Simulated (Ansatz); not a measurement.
**Sr2CuSeO6 in Ansatz, single run**

Launch command:

```bash
ansatz run input.yaml --threads 1 --pin off --max-ram 2560MiB --backend cpu --events-out ev --progress --plain --runs-dir out
```

Input:

```yaml
crystal:
  lattice:
    - [0.0, 5.326327, 0.0]
    - [5.326327, 0.0, 0.0]
    - [2.663164, 2.663164, -4.151766]
  atoms:
    - { symbol: O, position: [0.206, 0.297, 0.0] }
    - { symbol: O, position: [0.297, 0.794, 0.0] }
    - { symbol: O, position: [0.794, 0.703, 0.0] }
    - { symbol: O, position: [0.703, 0.206, 0.0] }
    - { symbol: O, position: [0.28, 0.28, 0.44] }
    - { symbol: O, position: [0.72, 0.72, 0.56] }
    - { symbol: Sr, position: [0.75, 0.25, 0.5] }
    - { symbol: Sr, position: [0.25, 0.75, 0.5] }
    - { symbol: Cu, position: [0.0, 0.0, 0.0] }
    - { symbol: Se, position: [0.5, 0.5, 0.0] }
  symmetry: { tolerance: 0.0003 }
kpoints:
  mp_grid: { grid: [4, 4, 4], shift: [0, 0, 0] }
magnetization:
  spin_polarized: false
scf:
  occupations: { method: fermi_dirac, width: 0.01 }
hamiltonian:
  pseudopotentials: { kind: paw }
  xc: r2scan
basis:
  ecutwfc: 500
output:
  forces: true
  stress: true
  eigenvalues: true
  write_density: true
  write_potential: true
  elf: true
  volumetric_format: npy
```

Origin of the cell: a known structure type with other elements, at an estimated volume, so it need not be a known compound.

Output (shortened):

```
Pseudopotentials: kind: paw
Pseudopotential: O, paw, valence charge 6, recommended cutoff 500 eV (meta_gga), O.paw.azcp
Pseudopotential: Sr, paw, valence charge 10, recommended cutoff 500 eV (meta_gga), Sr.paw.azcp
Pseudopotential: Cu, paw, valence charge 19, recommended cutoff 500 eV (meta_gga), Cu.paw.azcp
Pseudopotential: Se, paw, valence charge 16, recommended cutoff 500 eV (meta_gga), Se.paw.azcp
Functional definition: r2SCAN
  exchange = r2scan_x(k0 = k0, k1 = k1, a1 = a1)
  correlation = r2scan_c
Crystal: 10 atoms, lattice volume = 117.785 Å³
Basis set: ecut = 500 eV, 2951 PW (Γ), exchange–correlation on 160×160×180 points (64 copies of the dense FFT grid, shifted against one another)
Bands: 56, of which v1, the nominal top of the filled ones, is band 46 counted from 1 (45 counted from 0)
[… 15 lines left out …]
Initial density: superposition of atomic densities (neutral atoms: chi_scale 0, normalization atom), corrected by the library's trained network
Functional: x = r2scan, c = r2scan; τ floored in thin density (d = 2e-4 eV/Å³)
SCF iter   1: F=—  HF=-22632.795354 eV  Δρ=1.27e-2  dr2=1.33e-1  dr2_τ=4.11e-1  defer=1
SCF iter   2: F=—  HF=-22633.042179 eV  Δρ=7.85e-3  dr2=5.04e-2  dr2_τ=2.65e-3  defer=60
SCF iter   3: F=—  HF=-22633.040077 eV  Δρ=8.11e-3  dr2=4.34e-2  dr2_τ=1.56e-3  defer=60
SCF iter   4: F=—  HF=-22633.033705 eV  Δρ=1.83e-3  dr2=1.49e-3  dr2_τ=2.34e-4  defer=60
SCF iter   5: F=—  HF=-22633.033699 eV  Δρ=3.83e-4  dr2=1.19e-4  dr2_τ=1.69e-5  defer=60
SCF iter   6: F=—  HF=-22633.033723 eV  Δρ=2.28e-4  dr2=4.33e-5  dr2_τ=2.87e-6  defer=60
SCF iter   7: F=—  HF=-22633.033859 eV  Δρ=6.47e-5  dr2=3.81e-6  dr2_τ=6.17e-7  defer=60
SCF iter   8: F=—  HF=-22633.033859 eV  Δρ=2.07e-5  dr2=3.26e-7  dr2_τ=2.60e-8  defer=60
SCF iter   9: F=—  HF=-22633.033859 eV  Δρ=1.22e-5  dr2=1.30e-7  dr2_τ=4.16e-9
SCF iter  10: F=-22633.033859 eV  HF=-22633.033859 eV  Δρ=1.44e-6  dr2=2.08e-9  dr2_τ=2.52e-10
SCF 1 converged in 10 iterations: F = -22633.033859 eV  dr2 = 2.08e-9
SCF converged after 10 iterations
Free energy (F): -22633.033859 eV
Harris-Foulkes:  -22633.033859 eV  (|F-HF|=1.54e-9)
Internal energy: -22633.031865 eV  (E = F + TS)
E sigma→0 (E₀):  -22633.032862 eV
Entropy (-TS):   -0.001993 eV (-0.199 meV/atom)
Fermi energy:    10.088362 eV
--- Per-component energies (eV) ---
  E_band       = -967.098847
  E_kinetic    = 1966.718428
  E_local      = -10755.949612  (includes V_loc(G=0)·N_el)
  E_nonlocal   = 500.757154
  E_hartree    = 4534.789069
  E_xc         = -950.664067
  E_vxc        = -1222.390965  (∫ρ·V_xc dr)
  E_paw        = -10000.709253  (= ΣΔE_a)
  E_vpaw       = -599.797254  (= ΣTr[D̂ρ^β])
  E_aug_tail   = 0.005933  (compensation charges beyond the density's cutoff)
  E_vtau       = 73.980801  (kinetic-family band-sum trace: ∫τ·v_τ [+ j·A + Jᵃ·Aᵃ] dr)
  E_ewald      = -7925.429922
  E_core_change = -2.549597  (= ΣΔE_core)
  E_smearing   = -0.001993  (= −TS)
  Σ components = -22633.033859   (vs F -22633.033859, Δ=0.00e0)
--- Forces (eV/Å), atoms counted from 1 ---
  atom   1  O      0.496362     0.775003     0.000000
  atom   2  O     -0.775003     0.496362    -0.000000
  atom   3  O     -0.496362    -0.775003    -0.000000
  atom   4  O      0.775003    -0.496362     0.000000
  atom   5  O     -0.000000    -0.000000     0.591559
  atom   6  O      0.000000     0.000000    -0.591559
  atom   7  Sr    -0.000000     0.000000    -0.000000
  atom   8  Sr     0.000000    -0.000000     0.000000
  atom   9  Cu     0.000000     0.000000     0.000000
  atom  10  Se     0.000000     0.000000     0.000000
  max |Σ_I F_I| component: 1.11e-16 eV/Å
--- Stress (GPa, compression-positive) ---
       -2.183491      -0.000000      -0.000000
        0.000000      -2.183491      -0.000000
       -0.000000      -0.000000      -1.953121
  P = ⅓ Tr σ = -2.1067 GPa (-21.067 kbar)
```

Caveats: no moments, though an odd count or open d shells may carry them; the k mesh is coarse if the cell is a metal.

Time: 23 s on 1 thread of Intel(R) Xeon(R) Platinum 8259CL CPU @ 2.50GHz (Skylake/Cascade Lake), with other jobs on the host, peak memory 0.81 GiB, from the program's own first density.
